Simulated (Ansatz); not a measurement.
**E(q) of GdGa2 (P6/mmm)**

```
CELL_PARAMETERS angstrom
4.22300 0.00000 0.00000
-2.11150 3.65723 0.00000
0.00000 0.00000 4.13700
ATOMIC_POSITIONS crystal
Gd 0.00000 0.00000 0.00000
Ga 0.33333 0.66667 0.50000
Ga 0.66667 0.33333 0.50000
```

The source of the geometry is a structure as deposited in COD; atoms and cell stay fixed.

Settings: PBEsol, 8×8×5 k mesh, Fermi–Dirac smearing of 0.03 eV. PAW means Ansatz 0.2.0 on its default frozen-core files. Site moments are integrated in spheres about the atoms. Start moments (μB): Gd1 7.

Flat spirals without spin–orbit coupling: moments start in the xy plane and turn about z by q·R from cell to cell, and their directions inside a cell are free. q runs from Γ to M = (0.500, 0.000, 0.000) in reciprocal cell vectors. Energies count from each method's run at q = 0. Each q is a vector of the k mesh, and the mesh is shifted by q/2 where needed, so that both spin components are sampled on the same points as at q = 0. In Ansatz a GGA is taken by the program's default for non-collinear spins.

Task: Where along the line is the energy lowest?

Result: The lowest point lies at 0.250 of the way, 3.3 meV/cell under q = 0, so a modulated state wins along this line.
```json
{"fraction of Γ–M": "0.000", "|q| (1/Å)": "0.000", "ΔF PAW (meV/cell)": "0.0", "largest moment, PAW (μB)": "7.02"}
{"fraction of Γ–M": "0.250", "|q| (1/Å)": "0.215", "ΔF PAW (meV/cell)": "-3.3", "largest moment, PAW (μB)": "7.03"}
{"fraction of Γ–M": "0.500", "|q| (1/Å)": "0.430", "ΔF PAW (meV/cell)": "-2.5", "largest moment, PAW (μB)": "7.03"}
{"fraction of Γ–M": "0.750", "|q| (1/Å)": "0.644", "ΔF PAW (meV/cell)": "-2.0", "largest moment, PAW (μB)": "7.03"}
{"fraction of Γ–M": "1.000", "|q| (1/Å)": "0.859", "ΔF PAW (meV/cell)": "-2.4", "largest moment, PAW (μB)": "7.04"}
```

Task: A further pair of PAW runs: cone of 15 degrees at 0.5 of the way from Γ to M (directions held, energy taken at the target), against the same at q = 0. What is the energy difference?

Result: -0.1 meV/cell, with a largest moment of 7.02 μB.

The PAW files were made with PBE; the program remakes their cores once for the run's functional and then keeps them frozen. Without U a semilocal functional puts the f levels too near the Fermi level, which can change moments and the order of magnetic states; site and cell moments are spin moments. Spin–orbit coupling is left out although heavy atoms are present. With open f shells a run can end in a state that isn't the lowest. None of this fixes the real material's magnetic order: only patterns that fit the cell were computed, at zero temperature, with a functional that can overstate moments.
